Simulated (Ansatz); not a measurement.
A relaxation computed with Ansatz, from input to last step.

```yaml
crystal:
  lattice:
    - [4.5731106668, 0.0, 0.0]
    - [0.0, 4.5731106668, 0.0]
    - [0.0, 0.0, 4.5731106668]
  atoms:
    - { symbol: Na, position: [0.0, 0.5, 0.5] }
    - { symbol: Na, position: [0.5, 0.0, 0.5] }
    - { symbol: Na, position: [0.5, 0.5, 0.0] }
    - { symbol: Fe, position: [0.0, 0.0, 0.0], spin: 3.58 }
    - { symbol: Sb, position: [0.5, 0.5, 0.5] }
basis:
  ecutwfc: 420
kpoints:
  mp_grid: { grid: [4, 4, 4] }
hamiltonian:
  xc: pbe
scf:
  occupations: { method: gaussian, width: 0.1 }
  lower_state_search: "off"
output:
  forces: true
  stress: true
  eigenvalues: true
  populations: true
magnetization:
  spin_polarized: true
relax:
  adjacent_minimum: "off"
  f_tol: 0.04
  max_steps: 70
  cell: { stress_tol: 0.4 }
```

```bash
ansatz run input.yaml --threads 1 --pin off --max-ram 2560MiB --backend cpu --events-out ev --progress --plain --runs-dir out
```

Theory: DFT PBE, scalar-relativistic, plane waves, PAW (Ansatz).

Of 11 frames 10 are shown, positions in Å and forces in eV/Å; the SCF threshold varies from step to step. Steps run on the plane waves of an earlier cell, with a Pulay correction in the pressure. The basis is chosen afresh for the last frame, the zero of the energies, and at times for earlier ones too; energy and pressure can step there, also at an unchanged geometry. Here that happened at steps 7 (-97 meV/atom, 4.9 GPa), 11 (-4 meV/atom, 0.2 GPa); frames between the last choice of the basis and such a step carry an error that grows, as the cell changes, to that size.

```xyz
5
Lattice="4.5731 0.0000 0.0000 0.0000 4.5731 0.0000 0.0000 0.0000 4.5731" Properties=species:S:1:pos:R:3:forces:R:3 pbc="T T T" step=1 free_energy_over_end_meV_per_atom=1374.64 pressure_GPa=38.64
Na    0.0000    2.2866    2.2866    0.0000    0.0000    0.0000
Na    2.2866    0.0000    2.2866    0.0000    0.0000    0.0000
Na    2.2866    2.2866    0.0000    0.0000    0.0000    0.0000
Fe    0.0000    0.0000    0.0000    0.0000    0.0000    0.0000
Sb    2.2866    2.2866    2.2866    0.0000    0.0000    0.0000
5
Lattice="4.7961 0.0000 0.0000 0.0000 4.7961 0.0000 0.0000 0.0000 4.7961" Properties=species:S:1:pos:R:3:forces:R:3 pbc="T T T" step=2 free_energy_over_end_meV_per_atom=817.81 pressure_GPa=23.53
Na    0.0000    2.3980    2.3980    0.0000    0.0000    0.0000
Na    2.3980    0.0000    2.3980    0.0000    0.0000    0.0000
Na    2.3980    2.3980    0.0000    0.0000    0.0000    0.0000
Fe    0.0000    0.0000    0.0000    0.0000    0.0000    0.0000
Sb    2.3980    2.3980    2.3980    0.0000    0.0000    0.0000
5
Lattice="5.0190 0.0000 0.0000 0.0000 5.0190 0.0000 0.0000 0.0000 5.0190" Properties=species:S:1:pos:R:3:forces:R:3 pbc="T T T" step=3 free_energy_over_end_meV_per_atom=454.86 pressure_GPa=13.33
Na    0.0000    2.5095    2.5095    0.0000    0.0000    0.0000
Na    2.5095    0.0000    2.5095    0.0000    0.0000    0.0000
Na    2.5095    2.5095    0.0000    0.0000    0.0000    0.0000
Fe    0.0000    0.0000    0.0000    0.0000    0.0000    0.0000
Sb    2.5095    2.5095    2.5095    0.0000    0.0000    0.0000
5
Lattice="5.2419 0.0000 0.0000 0.0000 5.2419 0.0000 0.0000 0.0000 5.2419" Properties=species:S:1:pos:R:3:forces:R:3 pbc="T T T" step=4 free_energy_over_end_meV_per_atom=253.68 pressure_GPa=5.31
Na    0.0000    2.6210    2.6210    0.0000    0.0000    0.0000
Na    2.6210    0.0000    2.6210    0.0000    0.0000    0.0000
Na    2.6210    2.6210    0.0000    0.0000    0.0000    0.0000
Fe    0.0000    0.0000    0.0000    0.0000    0.0000    0.0000
Sb    2.6210    2.6210    2.6210    0.0000    0.0000    0.0000
5
Lattice="5.4134 0.0000 0.0000 0.0000 5.4134 0.0000 0.0000 0.0000 5.4134" Properties=species:S:1:pos:R:3:forces:R:3 pbc="T T T" step=5 free_energy_over_end_meV_per_atom=211.62 pressure_GPa=-0.65
Na    0.0000    2.7067    2.7067    0.0000    0.0000    0.0000
Na    2.7067    0.0000    2.7067    0.0000    0.0000    0.0000
Na    2.7067    2.7067    0.0000    0.0000    0.0000    0.0000
Fe    0.0000    0.0000    0.0000    0.0000    0.0000    0.0000
Sb    2.7067    2.7067    2.7067    0.0000    0.0000    0.0000
5
Lattice="5.3936 0.0000 0.0000 0.0000 5.3936 0.0000 0.0000 0.0000 5.3936" Properties=species:S:1:pos:R:3:forces:R:3 pbc="T T T" step=7 free_energy_over_end_meV_per_atom=114.03 pressure_GPa=4.92
Na    0.0000    2.6968    2.6968    0.0000    0.0000    0.0000
Na    2.6968    0.0000    2.6968    0.0000    0.0000    0.0000
Na    2.6968    2.6968    0.0000    0.0000    0.0000    0.0000
Fe    0.0000    0.0000    0.0000    0.0000    0.0000    0.0000
Sb    2.6968    2.6968    2.6968    0.0000    0.0000    0.0000
5
Lattice="5.5302 0.0000 0.0000 0.0000 5.5302 0.0000 0.0000 0.0000 5.5302" Properties=species:S:1:pos:R:3:forces:R:3 pbc="T T T" step=8 free_energy_over_end_meV_per_atom=54.61 pressure_GPa=3.03
Na    0.0000    2.7651    2.7651    0.0000    0.0000    0.0000
Na    2.7651    0.0000    2.7651    0.0000    0.0000    0.0000
Na    2.7651    2.7651    0.0000    0.0000    0.0000    0.0000
Fe    0.0000    0.0000    0.0000    0.0000    0.0000    0.0000
Sb    2.7651    2.7651    2.7651    0.0000    0.0000    0.0000
5
Lattice="5.7531 0.0000 0.0000 0.0000 5.7531 0.0000 0.0000 0.0000 5.7531" Properties=species:S:1:pos:R:3:forces:R:3 pbc="T T T" step=9 free_energy_over_end_meV_per_atom=7.42 pressure_GPa=0.76
Na    0.0000    2.8766    2.8766    0.0000    0.0000    0.0000
Na    2.8766    0.0000    2.8766    0.0000    0.0000    0.0000
Na    2.8766    2.8766    0.0000    0.0000    0.0000    0.0000
Fe    0.0000    0.0000    0.0000    0.0000    0.0000    0.0000
Sb    2.8766    2.8766    2.8766    0.0000    0.0000    0.0000
5
Lattice="5.8355 0.0000 0.0000 0.0000 5.8355 0.0000 0.0000 0.0000 5.8355" Properties=species:S:1:pos:R:3:forces:R:3 pbc="T T T" step=10 free_energy_over_end_meV_per_atom=3.54 pressure_GPa=0.07
Na    0.0000    2.9178    2.9178    0.0000    0.0000    0.0000
Na    2.9178    0.0000    2.9178    0.0000    0.0000    0.0000
Na    2.9178    2.9178    0.0000    0.0000    0.0000    0.0000
Fe    0.0000    0.0000    0.0000    0.0000    0.0000    0.0000
Sb    2.9178    2.9178    2.9178    0.0000    0.0000    0.0000
5
Lattice="5.8355 0.0000 0.0000 0.0000 5.8355 0.0000 0.0000 0.0000 5.8355" Properties=species:S:1:pos:R:3:forces:R:3 pbc="T T T" step=11 free_energy_over_end_meV_per_atom=0.00 pressure_GPa=0.28
Na    0.0000    2.9178    2.9178    0.0000    0.0000    0.0000
Na    2.9178    0.0000    2.9178    0.0000    0.0000    0.0000
Na    2.9178    2.9178    0.0000    0.0000    0.0000    0.0000
Fe    0.0000    0.0000    0.0000    0.0000    0.0000    0.0000
Sb    2.9178    2.9178    2.9178    0.0000    0.0000    0.0000
```

The start puts this composition into another compound's structure type, which needn't suit it. The cell swells from 19.1 to 39.7 Å³ an atom, so the end can be far from any stable crystal. At the end the space group is Pm-3m (tolerance 0.05 Å).

The run took 86 s on 1 thread of Arm Neoverse V1, with other jobs on the host, peak memory 0.51 GiB.

The k mesh is coarse. Spin-orbit coupling is left out, which matters for the bands of heavy elements. Only parallel moments were tried here.